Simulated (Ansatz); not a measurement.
FeS₂:
```
CELL_PARAMETERS angstrom
      5.28445     0.00000     0.00000
      0.00000     5.28445     0.00000
      0.00000     0.00000     5.28445
ATOMIC_POSITIONS crystal
  Fe 0.00000 0.50000 0.50000
  Fe 0.50000 0.50000 0.00000
  Fe 0.50000 0.00000 0.50000
  Fe 0.00000 0.00000 0.00000
  S  0.38129 0.11871 0.88129
  S  0.61871 0.88129 0.11871
  S  0.11871 0.88129 0.38129
  S  0.88129 0.11871 0.61871
  S  0.88129 0.38129 0.11871
  S  0.11871 0.61871 0.88129
  S  0.61871 0.61871 0.61871
  S  0.38129 0.38129 0.38129
```

Tensor components refer to the Cartesian frame of this cell.

Problem. Give the high-frequency dielectric tensor and the Born effective charge tensors of the independent atoms from DFPT, LDA (plane waves, PAW; program Ansatz).

Solution. 
ε∞:
```
20.5  0.00  0.00
0.00  20.5  0.00
0.00  0.00  20.5
```
Z* of atom 1 (Fe), rows: field, columns: displacement, in e:
```
-5.39   0.47  -0.03
 0.03  -5.39   0.47
-0.47   0.03  -5.39
```
Z* of atom 5 (S), rows: field, columns: displacement, in e:
```
 2.70  -0.09  -0.03
 0.03   2.70  -0.09
 0.09   0.03   2.70
```

Space group Pa-3. Symmetry was held in the LDA relaxation. The run is not spin-polarised.

Potentials: the later of the program's two PAW sets.
